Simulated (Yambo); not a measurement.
Yambo run on Rb2KRhF6 (space group Fm-3m, No. 225). The wavefunctions are PBEsol (pw.x of Quantum ESPRESSO, ONCV potentials, without SOC) ones on a 2×2×2 mesh (43 occupied bands); a = b = c = 6.4244 Å, α = β = γ = 60.00°.

Yambo input:

```
rim_cut
gw0
dyson
el_el_corr
HF_and_locXC
cohsex
em1s
RandQpts= 1000000
RandGvec= 1 Ry
EXXRLvcs= 88 Ry
VXCRLvcs= 352 Ry
Chimod= "HARTREE"
% BndsRnXs
 5 | 278 |
%
NGsBlkXs= 7 Ry
% LongDrXs
 1.0 | 1.0 | 1.0 |
%
ExtendOut
% QPkrange
 3 | 3 | 43 | 44 |
%
```

k points by index: 3 = X.

Table of the .qp output:

```
#    K-point    Band    Eo [eV]    E [eV]    E-Eo [eV]    Vxc [eV]    Vnlxc [eV]    Sc|Eo [eV]    Re(Z)    Im(Z)
#
    3    43    0.000000    -3.243170    -3.243170    -23.08067    -29.50562    3.181784    1.000000    0.000000
    3    44    1.892394    3.449977    1.557583    -22.68533    -16.74737    -4.380378    1.000000    0.000000
```
(The two width columns are left out.) Convergence of these settings isn't established.

Geometry of the Materials Project entry, not relaxed at this level.
